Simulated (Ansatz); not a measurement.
Hf₂InC:
```cif
data_C2Hf4In2
_chemical_formula_sum 'Hf4 In2 C2'
_space_group_name_H-M_alt 'P 1'
_space_group_IT_number 1
_cell_length_a 3.31358
_cell_length_b 3.31358
_cell_length_c 14.80084
_cell_angle_alpha 90.000
_cell_angle_beta 90.000
_cell_angle_gamma 120.000
loop_
_space_group_symop_operation_xyz
  'x, y, z'
loop_
_atom_site_label
_atom_site_type_symbol
_atom_site_fract_x
_atom_site_fract_y
_atom_site_fract_z
_atom_site_occupancy
Hf1 Hf 0.66667 0.33333 0.58223 1
Hf2 Hf 0.33333 0.66667 0.41777 1
Hf3 Hf 0.33333 0.66667 0.08223 1
Hf4 Hf 0.66667 0.33333 0.91777 1
In1 In 0.66667 0.33333 0.25000 1
In2 In 0.33333 0.66667 0.75000 1
C1 C 0.00000 0.00000 0.50000 1
C2 C 0.00000 0.00000 0.00000 1
```

Relaxed with r²SCAN.

### Question
Tabulate the valence density and the electron localisation function along the shortest Hf–C contact (2.27 Å), r²SCAN in the plane-wave PAW code Ansatz.

### Answer


```csv
distance from Hf (Å),density (e/Å³),ELF
0.23,28.44,0.81
0.34,21.55,0.84
0.45,14.61,0.85
0.57,8.88,0.81
0.68,4.89,0.72
0.79,2.50,0.54
0.91,1.27,0.33
1.02,0.73,0.21
1.13,0.55,0.22
1.25,0.54,0.38
1.36,0.62,0.61
1.47,0.78,0.74
1.59,1.00,0.78
1.70,1.26,0.74
1.81,1.51,0.62
1.93,1.67,0.39
2.04,1.70,0.14
```

The density is the valence pseudo-density with augmentation charge, so density and ELF within about 1 Å of a nucleus are not all-electron values.

Space group P6_3/mmc. The workflow started from a Materials Project entry (that database holds measured and hypothetical structures alike); the Crystallography Open Database copy checked does not list it. Whether it is the stable phase at ambient conditions was not checked. Symmetry was held in the r²SCAN relaxation; whether a distortion lowers the energy is not shown. No spin polarisation was allowed. Scalar-relativistic: spin–orbit coupling is off unless named, which matters more the heavier the elements.

Potentials: the later of the program's two PAW sets.
